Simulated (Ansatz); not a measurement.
# Si (P6/mmm), two-dimensional strain map

Level of theory: DFT r2SCAN, scalar-relativistic, plane waves, PAW in Ansatz. Settings: plane waves to 500 eV, k-mesh 24×24×20 (Γ-centred), Gaussian smearing 0.15 eV. No spin polarisation. Energies are free energies at this smearing, counted from the undisturbed cell; pressure is positive in compression.

Reference structure (as given, not relaxed at this level; it stands at 2.0 GPa; this form isn't the usual structure):

```
Si
1.0
     2.62054    0.00000    0.00000
    -1.31027    2.26946    0.00000
     0.00000    0.00000    2.46635
Si
1
Direct
  0.00000 0.00000 0.00000
```

The cell is strained by p along both x and y and by q along z, fractional coordinates fixed. Points are written (p, q).

p was sampled at -0.050, -0.025, 0.000, 0.025, 0.050 and q at -0.050, -0.025, 0.000, 0.025, 0.050.

Task: Where on the computed points is the energy highest, and how high?

Result: At (-0.050, -0.050): 176.4 meV/atom.

Task: Away from (0, 0), which computed point is lowest?

Result: (0.000, 0.025): 4.1 meV/atom.

The map, in meV/atom:

```csv
p \ q,-0.050,-0.025,0.000,0.025,0.050
-0.050,176.4,126.6,102.3,96.2,105.9
-0.025,91.7,47.9,28.5,29.0,43.4
0.000,50.7,14.3,0.0,4.1,23.5
0.025,43.5,14.5,6.4,14.4,36.3
0.050,65.6,40.6,38.6,51.5,75.8
```